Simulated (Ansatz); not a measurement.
Rough cost of magnetic runs on Cr (P63/mmc) in Ansatz 0.2.0, 2 threads of Arm Neoverse V2, on a shared host.

```yaml
crystal:
  lattice:
    - [2.71400, 0.00000, 0.00000]
    - [0.00000, 4.70079, 0.00000]
    - [1.35700, 2.35039, 4.41000]
  atoms:
    - { symbol: Cr, position: [0.87500, 0.20833, 0.25000] }
    - { symbol: Cr, position: [0.37500, 0.70833, 0.25000] }
    - { symbol: Cr, position: [0.12500, 0.79167, 0.75000] }
    - { symbol: Cr, position: [0.62500, 0.29167, 0.75000] }
```

| run | functional, mesh | k points solved | bands | iterations | wall time (s) | peak memory (GiB) |
| --- | --- | --- | --- | --- | --- | --- |
| PAW: start Cr1↑ Cr2↑ Cr3↑ Cr4↓ | LDA, 10×10×10 | 171 | 41 | 33 | 120 | 0.73 |
| PAW: start Cr1↑ Cr2↑ Cr3↓ Cr4↓ | LDA, 10×10×10 | 171 | 41 | 28 | 110 | 0.76 |
| LAPW: parallel moments | LDA, 10×10×10 | 171 | 41 | 21 | 230 | 1.8 |
| LAPW: start Cr1↑ Cr2↑ Cr3↑ Cr4↓ | LDA, 10×10×10 | 171 | 41 | 42 | 840 | 1.7 |
| PAW: no spin polarisation | LDA, 10×10×10 | 171 | 34 | 7 | 6.2 | 0.48 |
| LAPW: start Cr1↑ Cr2↓ Cr3↑ Cr4↓ | LDA, 10×10×10 | 282 | 41 | 20 | 190 | 2.6 |
| PAW: parallel moments | LDA, 10×10×10 | 171 | 41 | 14 | 35 | 0.72 |
| PAW: start Cr1↑ Cr2↓ Cr3↑ Cr4↓ | LDA, 10×10×10 | 282 | 41 | 13 | 32 | 0.89 |

Question: Roughly how much dearer is an iteration by LAPW than by PAW among the runs with the first row's mesh and spin treatment (collinear)?

Answer: About 4 times (medians of wall time over iterations; times from a shared host are rough).

The PAW files were made with PBE; the program remakes their cores once for the run's functional and then keeps them frozen. This cell lies far from its zero-pressure volume, so the numbers describe the cell as given rather than the relaxed compound. The Ansatz runs typed with the search for lower states off end where their start leads. The state reached may lie above the lowest one, so it isn't offered as the ground state.
